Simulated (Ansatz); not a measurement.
NiO (rock salt)

```xyz
2
Lattice="0.0000 2.0943 2.0943 2.0943 0.0000 2.0943 2.0943 2.0943 0.0000" Properties=species:S:1:pos:R:3 pbc="T T T"
O      0.0000     0.0000     0.0000
Ni     2.0943     2.0943     2.0943
```

Two coordinates are scanned: the volume, and the ratio of the stretch along z (the conventional c axis) to the stretch across it. Atoms keep their fractional coordinates.

Calculation: r2SCAN (plane waves to 500 eV, PAW, scalar-relativistic; Ansatz, a program for electronic structure). k mesh 13×13×13 (Γ-centred), Fermi-Dirac smearing 0.05 eV. E stands for the smeared free energy. NiO is run spin-polarised and with no Hubbard U; the real compound is an antiferromagnetic insulator, a state that this run doesn't describe. NiO was relaxed with its symmetry unable to fall. Relaxed NiO ends ferromagnetic. The magnetic order is the one the run started from; other orders were not tried. ΔE is measured from the relaxed starting cell.

### Question
Give the computed ΔE (meV/atom) at all points of the grid V/V₀ = 0.920, 0.947, 0.973, 1.000, 1.027, 1.053, 1.080 by (c/a)/(c/a)₀ = 0.960, 0.973, 0.987, 1.000, 1.013, 1.027, 1.040.

### Answer
ΔE (meV/atom), with V/V₀ across and (c/a)/(c/a)₀ down:

```csv
(c/a)/(c/a)₀ \ V/V₀,0.920,0.947,0.973,1.000,1.027,1.053,1.080
0.960,57.9,30.1,14.1,8.3,11.5,22.3,39.7
0.973,51.1,24.0,8.7,3.6,7.3,18.7,36.6
0.987,47.2,20.5,5.6,0.9,4.9,16.6,34.8
1.000,45.9,19.4,4.6,0.0,4.2,15.9,34.3
1.013,47.1,20.4,5.6,0.8,4.9,16.6,34.8
1.027,50.6,23.6,8.3,3.3,7.0,18.4,36.4
1.040,56.4,28.7,12.8,7.2,10.5,21.4,38.9
```

(A scan under strain: stresses follow from slopes of the energy per volume, elastic moduli from its curvatures.)
